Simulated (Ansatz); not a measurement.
A crystal relaxed with r2SCAN in Ansatz has space group R3m:H (No. 160) and a = 3.970 Å, c = 38.866 Å.

```
atom  site       x       y       z
   P    3a  0.6667  0.3333  0.3333
  Xx    3a  0.0000  0.0000  0.2511
  Xx    3a  0.3333  0.6667  0.1667
  Xx    3a  0.6667  0.3333  0.0823
  Ga    3a  0.0000  0.0000  0.3142
  Ga    3a  0.3333  0.6667  0.2297
  Ga    3a  0.6667  0.3333  0.1453
  Ga    3a  0.0000  0.0000  0.0608
```

r2SCAN gives a direct gap of 1.20 eV at Γ. The HSE06 gap is direct at Γ: 1.63 eV. Meshes: r2SCAN 8×8×8, HSE06 4×4×4.

Problem. Which element is Xx?
A. N
B. Bi
C. As
D. Sb

Solution. C. Xx is As: Ga4As3P as one 8-atom ordering (R3m) on the zincblende lattice. P is surrounded by 4 Ga at 2.36–2.41 Å; As is surrounded by 4 Ga at 2.44–2.45 Å; Ga is surrounded by 3 P at 2.41 Å and 1 As at 2.45 Å; Ga is surrounded by 4 As at 2.44–2.45 Å; Ga is surrounded by 1 P at 2.36 Å and 3 As at 2.44 Å.

The calculation is spin-unpolarised, and the structure need not be a phase that has been made.

Spin-orbit coupling is left out.
